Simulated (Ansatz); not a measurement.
**Band table of LaP**

```
La P
1.0
     0.00000    3.07158    3.07158
     3.07158    0.00000    3.07158
     3.07158    3.07158    0.00000
La P
1 1
Direct
  0.00000 0.00000 0.00000
  0.50000 0.50000 0.50000
```

Atoms are numbered in the order listed.

The cell comes from COD entry 1538844, which wasn't checked; take it as a given geometry. The listed cell was then made from it by scaling, straining or moving an atom.

No spin–orbit coupling, which matters for the heavy atoms here.

Computed with DFT, LDA, all-electron LAPW, scalar-relativistic (Ansatz 0.2.0).

Numerical set-up: a Γ-centred 10×10×10 k mesh, Fermi–Dirac smearing of 0.03 eV, basis error target 1 meV/atom, no spin polarisation.

Path points, in fractions of the reciprocal vectors: Γ (0.000, 0.000, 0.000), X (0.500, 0.000, 0.500), U (0.625, 0.250, 0.625), K (0.375, 0.375, 0.750), L (0.500, 0.500, 0.500), W (0.500, 0.250, 0.750). Levels in eV from the Fermi level; bands 15 to 24, counted from the lowest band of the run. The gap is zero.

```
# k(1/Å) point b15 b16 b17 b18 b19 b20 b21 b22 b23 b24
0.000 Γ -15.48 -15.48 -15.48 -9.05 0.06 0.06 0.06 1.70 1.70 1.70
0.205 - -15.54 -15.50 -15.50 -8.90 -0.75 -0.08 -0.08 1.39 1.99 1.99
0.409 - -15.67 -15.54 -15.54 -8.61 -1.72 -0.24 -0.24 0.85 2.38 2.38
0.614 - -15.79 -15.59 -15.59 -8.49 -1.90 -0.28 -0.28 0.37 2.53 2.54
0.818 - -15.87 -15.63 -15.63 -8.58 -1.39 -0.22 -0.22 0.05 2.54 2.57
1.023 X -15.89 -15.64 -15.64 -8.66 -0.99 -0.18 -0.18 -0.06 2.54 2.57
1.095 - -15.89 -15.65 -15.64 -8.64 -0.99 -0.39 -0.22 0.13 2.54 2.57
1.167 - -15.88 -15.67 -15.64 -8.60 -1.00 -0.67 -0.34 0.38 2.53 2.56
1.240 - -15.86 -15.70 -15.63 -8.53 -1.02 -0.97 -0.51 0.65 2.52 2.54
1.312 - -15.84 -15.74 -15.62 -8.44 -1.28 -1.04 -0.70 0.96 2.50 2.52
1.384 U -15.82 -15.78 -15.60 -8.34 -1.59 -1.05 -0.90 1.28 2.48 2.48
1.510 - -15.82 -15.77 -15.61 -8.29 -1.73 -1.07 -1.01 1.55 2.37 2.53
1.635 - -15.84 -15.74 -15.62 -8.25 -1.84 -1.09 -1.08 1.89 2.18 2.56
1.760 - -15.84 -15.74 -15.62 -8.25 -1.84 -1.09 -1.08 1.89 2.18 2.56
1.885 - -15.82 -15.77 -15.61 -8.29 -1.73 -1.07 -1.01 1.55 2.37 2.53
2.011 K -15.82 -15.78 -15.60 -8.34 -1.59 -1.05 -0.90 1.28 2.48 2.48
2.228 - -15.87 -15.73 -15.55 -8.10 -2.27 -1.33 -1.05 2.16 2.29 2.40
2.445 - -15.86 -15.63 -15.51 -8.14 -2.33 -1.40 -0.89 2.01 2.25 2.44
2.662 - -15.73 -15.55 -15.49 -8.48 -1.69 -1.06 -0.54 1.74 2.02 2.38
2.879 - -15.56 -15.50 -15.48 -8.88 -0.64 -0.40 -0.13 1.63 1.79 2.00
3.096 Γ -15.48 -15.48 -15.48 -9.05 0.06 0.06 0.06 1.70 1.70 1.70
3.273 - -15.54 -15.49 -15.49 -8.93 -0.39 -0.21 -0.21 1.67 1.82 1.82
3.450 - -15.69 -15.50 -15.50 -8.62 -1.28 -0.72 -0.72 1.69 2.08 2.08
3.627 - -15.86 -15.51 -15.51 -8.23 -2.13 -1.17 -1.17 1.86 2.30 2.30
3.804 - -15.99 -15.52 -15.52 -7.89 -2.74 -1.47 -1.47 2.09 2.40 2.40
3.981 L -16.03 -15.52 -15.52 -7.75 -2.97 -1.57 -1.57 2.21 2.43 2.43
4.126 - -16.02 -15.55 -15.53 -7.81 -2.85 -1.52 -1.51 2.19 2.40 2.43
4.271 - -15.97 -15.61 -15.55 -7.96 -2.55 -1.39 -1.36 2.14 2.31 2.46
4.415 - -15.90 -15.69 -15.59 -8.14 -2.14 -1.20 -1.19 2.07 2.16 2.52
4.560 - -15.82 -15.75 -15.64 -8.27 -1.77 -1.07 -1.06 2.02 2.05 2.57
4.705 W -15.77 -15.77 -15.68 -8.32 -1.61 -1.02 -1.02 2.01 2.01 2.59
4.807 - -15.81 -15.73 -15.68 -8.36 -1.50 -1.04 -0.97 1.63 2.27 2.58
4.909 - -15.84 -15.69 -15.67 -8.44 -1.18 -1.03 -0.85 1.17 2.42 2.57
5.011 - -15.87 -15.67 -15.66 -8.55 -1.01 -0.75 -0.68 0.70 2.50 2.57
5.114 - -15.88 -15.65 -15.65 -8.63 -0.99 -0.44 -0.35 0.27 2.53 2.57
5.216 X -15.89 -15.64 -15.64 -8.66 -0.99 -0.18 -0.18 -0.06 2.54 2.57
```
